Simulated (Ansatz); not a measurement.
TiAl:
```xyz
2
Lattice="2.8100 0.0000 0.0000 0.0000 2.8100 0.0000 0.0000 0.0000 4.0665" Properties=species:S:1:pos:R:3 pbc="T T T"
Ti     1.4050     1.4050     2.0333
Al     0.0000     0.0000     0.0000
```

This is the r²SCAN-relaxed structure.

All from r²SCAN in the plane-wave PAW code Ansatz, unless another level is named. Estimate the density of states at the Fermi level.

0.78 states/eV per atom (mean over ±0.08 eV).

Predict the formation energy from the elements (no fitted shifts).

-0.44 eV/atom.

Space group P4/mmm (L1₀ or tetragonal B2). The r²SCAN relaxation kept the symmetry of its start; of distortions, only those at the zone centre were tested. The run is not spin-polarised. The references are the lowest solids computed at this level, not always the standard phases.

Potentials: the earlier of the program's two PAW sets.
